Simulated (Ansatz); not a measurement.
Stress against strain in TiC

```yaml
crystal:
  lattice:
    - [0.00000, 2.16400, 2.16400]
    - [2.16400, 0.00000, 2.16400]
    - [2.16400, 2.16400, 0.00000]
  atoms:
    - { symbol: Ti, position: [0.00000, 0.00000, 0.00000] }
    - { symbol: C, position: [0.50000, 0.50000, 0.50000] }
```

Atom numbers follow the list: Ti1, C2.

The geometry is COD entry 9012564, unchecked; take it as a test cell.

These are results of Ansatz 0.2.0, DFT, PBEsol, all-electron LAPW, scalar-relativistic, not measurements.

Numerical set-up: a Γ-centred 16×16×16 k mesh, Fermi–Dirac smearing of 0.03 eV, basis error target 1 meV/atom, no spin polarisation.

The strain is applied along the Cartesian axes of the cell as listed (the other components stay zero). Fractional coordinates are held (clamped ions).

σ is the change of stress from the unstrained cell, which is at -6.20 GPa; tension is positive, so slopes are stress–strain coefficients at that pressure. In a metal the k mesh adds noise.

Only quantities that a quadratic follows smoothly over the whole series are listed; rougher ones are left out.

```csv
εzz,σzz (GPa),σxx (GPa)
-0.0300,-17.72,-3.66
-0.0200,-11.08,-2.43
-0.0100,-5.17,-1.22
0.0000,0.00,0.00
0.0200,8.74,2.28
0.0300,12.51,3.28
```

Task: Fit the series and read off the stiffness at zero strain.

Result: Least-squares fits y = p0 + p1 x + p2 x² to the rows give σzz (GPa): p1 = 501, p2 = -3000; σxx (GPa): p1 = 116, p2 = -200. So C11 = 501 GPa and C12 = 116 GPa, which gives B = (C11 + 2 C12)/3 = 244 GPa.

Task: One run, at εzz = 0.0100, is withheld. Predict its row.

Result: The fits give 4.76, 1.13; the run gave 4.59, 1.18.
